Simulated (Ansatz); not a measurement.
A geometry of MgZn₂ away from equilibrium: step 2 of the relaxation of a relaxed MgZn2 cell with every coordinate shifted by Gaussian noise of σ = 0.3 Å. These are PBEsol (plane waves to 420 eV, PAW, scalar-relativistic; Ansatz, a program for electronic structure) values and carry that method's errors. Γ-centred k-mesh 8×11×11 on the run's cell (coarser than for final values), Fermi–Dirac smearing 0.05 eV. The plane waves were selected for a different cell earlier on the path.

```
CELL_PARAMETERS angstrom
      4.27071    -0.00631     0.01251
      0.01912     1.46961     7.40142
      0.02341    -1.52905     7.41331
ATOMIC_POSITIONS crystal
  Mg 0.49857 0.06955 0.13970
  Mg 0.50306 0.88719 0.72562
  Zn 0.95235 0.02027 0.94911
  Zn 0.92147 0.43280 0.22500
  Zn 0.98865 0.68125 0.68465
  Zn 0.47002 0.57885 0.35439
```

Question: What forces act on the atoms (eV/Å)?

Answer: 
```tsv
atom	Fx	Fy	Fz
Mg1	-0.38	1.03	2.16
Mg2	-2.57	0.29	-0.64
Zn3	0.84	0.50	-0.06
Zn4	2.44	-0.58	0.79
Zn5	0.25	0.03	-0.34
Zn6	-0.59	-1.27	-1.91
```

The path ends in P2/m (No. 10). No spin polarisation in the result.

Of the parent cell (Amm2 (No. 38)): The relaxation started from an entry of Materials Project.

The runs began from a structure in Materials Project; this end point is another cell, not compared with measured phases.
